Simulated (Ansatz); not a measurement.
BeSe:
```cif
data_Be2Se2
_chemical_formula_sum 'Be2 Se2'
_space_group_name_H-M_alt 'P63mc'
_space_group_IT_number 186
_space_group_name_Hall 'P 6c -2c'
_cell_length_a 3.61512
_cell_length_b 3.61512
_cell_length_c 5.96395
_cell_angle_alpha 90.000
_cell_angle_beta 90.000
_cell_angle_gamma 120.000
loop_
_atom_site_label
_atom_site_type_symbol
_atom_site_symmetry_multiplicity
_atom_site_Wyckoff_symbol
_atom_site_fract_x
_atom_site_fract_y
_atom_site_fract_z
_atom_site_occupancy
Be1 Be 2 b 0.66667 0.33333 0.49936 1
Se1 Se 2 b 0.66667 0.33333 0.12564 1
```

Relaxed with PBEsol.

**Question.** Decompose the optical modes at the zone centre into irreducible representations, and say which are infrared and Raman allowed.

**Answer.** Point group 6mm: Γ_opt = A1 + 2B1 + E1 + 2E2. Infrared: A1, E1. Raman: A1, E1, E2.

**Question.** Assign frequencies (DFPT, DFT-PBEsol in the program Ansatz with PAW potentials; without the LO–TO term).

**Answer.** E2 95, B1 220, E2 488, A1 505, E1 511, B1 563 cm⁻¹.

Subscripts of B labels follow the axes of the standard setting.

Space group P6_3mc (wurtzite). The start of the workflow was typed in or built on a structure type; neither database checked (COD, Materials Project) lists it. COD files the formula under space group No. 216. Whether it is the stable phase at ambient conditions was not checked. The PBEsol relaxation kept the symmetry of its start; whether a distortion lowers the energy is not shown.

Potentials: the earlier of the program's two PAW sets. The files were generated under PBE; for other functionals the program regenerates the frozen cores, and for LDA and PBEsol the local potential too.
